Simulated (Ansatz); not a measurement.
**YB4Rh: checking a database structure before trusting its electric field gradients**

The cell is a computed structure from the Materials Project (it need not be an observed phase).

Space group Pbam (No. 55); a = 5.9563, b = 11.5497, c = 3.5605 Å.

```
site  Wyckoff  site symmetry       x       y       z
   Y       4g            ..m  0.8687  0.1489  0.0000
  B5       4h            ..m  0.2895  0.6866  0.5000
  B9       4h            ..m  0.3632  0.5308  0.5000
 B13       4h            ..m  0.5222  0.1922  0.5000
 B17       4h            ..m  0.6119  0.0468  0.5000
  Rh       4g            ..m  0.3578  0.0944  0.0000
```

One atom of each set is listed.

The numbers come from a DFT calculation in Ansatz (PBE, plane waves and PAW, scalar-relativistic, 420 eV cutoff, Γ-centred 5×3×9 k-points, Fermi–Dirac smearing 0.05 eV).

Q: Do the atoms and the cell lie near the calculated equilibrium?

A: Yes. The largest force is 0.089 eV/Å, on atom 12 (B: 3 B at 1.74–1.85 Å; also 2 Rh at 2.33 Å, 4 Y at 2.73–2.75 Å), and the pressure is 0.6 GPa.
